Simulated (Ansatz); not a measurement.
**A plane-wave run on MnI2**

The input, for Ansatz 0.2.0 (plane waves, PAW):

```yaml
crystal:
  lattice:
    - [4.16522, 0.0, 0.0]
    - [-2.08261, 3.607191, 0.0]
    - [0.0, 0.0, 6.828558]
  atoms:
    - { symbol: Mn, position: [0.0, 0.0, 0.0] }
    - { symbol: I, position: [0.33333, 0.66667, 0.25] }
    - { symbol: I, position: [0.66667, 0.33333, 0.75] }
  symmetry: { tolerance: 0.0003 }
kpoints:
  mp_grid: { grid: [9, 9, 5], shift: [0, 0, 0] }
  band_path:
    path:
      - [0.0, 0.0, 0.0]
      - [0.5, 0.0, 0.0]
      - [0.33333333, 0.33333333, 0.0]
      - [0.0, 0.0, 0.0]
      - [0.0, 0.0, 0.5]
      - [0.5, 0.0, 0.5]
      - [0.33333333, 0.33333333, 0.5]
      - [0.0, 0.0, 0.5]
      - [0.5, 0.0, 0.5]
      - [0.5, 0.0, 0.0]
      - [0.33333333, 0.33333333, 0.5]
    npoints: 6
magnetization:
  spin_polarized: false
scf:
  occupations: { method: gaussian, width: 0.1658 }
  lower_state_search: "off"
  max_iter: 200
hamiltonian:
  pseudopotentials: { kind: paw }
  xc: pbesol
basis:
  ecutwfc: 420
  fft_grid_basis: typed
output:
  forces: true
  stress: true
  eigenvalues: true
  bader: true
  populations: true
  elf: true
  write_potential: true
  volumetric_format: npy
  dos:
    e_range: [-12, 8]
    de: 0.05
    projected: { site_lists: { I: [I], Mn: [Mn] } }
checkpoint:
  read: saved_state
```

The saved state is an earlier solution for the same cell, perhaps on another mesh. 

Excerpt of what it printed:

```
Warning: the atoms were moved onto the symmetric positions of the space group found under crystal.symmetry.tolerance 3.0e-4 (fractional; no operation is sought that the atoms, as they stand in a round, miss by more than twice it, and no atom is moved by as much as it), and the run uses the moved positions.
Pseudopotentials: kind: paw
Pseudopotential: Mn, paw, valence charge 15, recommended cutoff 420 eV (normal), Mn.paw.azcp
Pseudopotential: I, paw, valence charge 17, recommended cutoff 420 eV (normal), I.paw.azcp
Functional definition: PBEsol
  exchange = pbesol_x
  correlation = pbesol_c
Crystal: 3 atoms, lattice volume = 102.597 Å³
Basis set: ecut = 420 eV, 1985 PW (Γ), exchange–correlation on 60×60×96 points (8 copies of the dense FFT grid, shifted against one another)
Bands: 30, of which v1, the nominal top of the filled ones, is band 25 counted from 1 (24 counted from 0)
Symmetry: 12 space group operations
Space group: P-3m1 (ITA 164), of the structure as read, at distance tolerance 1.4e-3 Å
k-points: 50 of 405
Initial density: read from a saved state, or passed on in memory by an earlier SCF of this step, an earlier step, the calling program or the single point that the run made first
Functional: x = pbesol(κ = 0.804, μ = 0.1235), c = pbesol(β = 0.046)
SCF iter   1: F=—  Δρ=1.65e-3  dr2=3.42e-3
SCF iter   2: F=—  Δρ=2.27e-3  dr2=1.73e-3
SCF iter   3: F=—  Δρ=4.42e-4  dr2=1.56e-4
SCF iter   4: F=—  Δρ=2.64e-4  dr2=6.77e-5
SCF iter   5: F=—  Δρ=8.60e-5  dr2=4.90e-6
SCF iter   6: F=—  Δρ=2.15e-5  dr2=2.45e-7
SCF iter   7: F=-18731.5884 eV  Δρ=5.59e-6  dr2=3.98e-8
Free energy (F): -18731.5884 eV
Harris-Foulkes:  -18731.5884 eV  (|F-HF|=2.40e-8)
Internal energy: -18731.4482 eV  (E = F + TS)
E sigma→0 (E₀):  -18731.5183 eV
Entropy (-TS):   -0.1402 eV (-46.740 meV/atom)
Fermi energy:    6.9074 eV
--- Forces (eV/Å), atoms counted from 1 ---
  atom   1  Mn     0.0000     0.0000     0.0000
  atom   2  I      0.0000     0.0000    -1.8505
  atom   3  I      0.0000     0.0000     1.8505
--- Stress (GPa, compression-positive) ---
       -9.4001       0.0000       0.0000
        0.0000      -9.4001       0.0000
        0.0000       0.0000     -10.0774
  P = ⅓ Tr σ = -9.6259 GPa (-96.259 kbar)
--- Löwdin populations: 3 sites ---
  site symbol       q [e]
     0     Mn     14.4657
     1      I     17.1668
     2      I     17.1668
  spilling = 0.0041 (of n_electrons = 49.0000)
--- Bader charges: 3 sites ---
  site symbol  charge [e]  shift [e]
     0     Mn      0.7478     0.0017
     1      I     -0.3739     0.0009
     2      I     -0.3739     0.0009
```

Origin: a database entry at a rescaled volume. Caveats: no spin polarisation, so a magnetic state may lie lower; atoms or cell far from equilibrium; wide smearing.
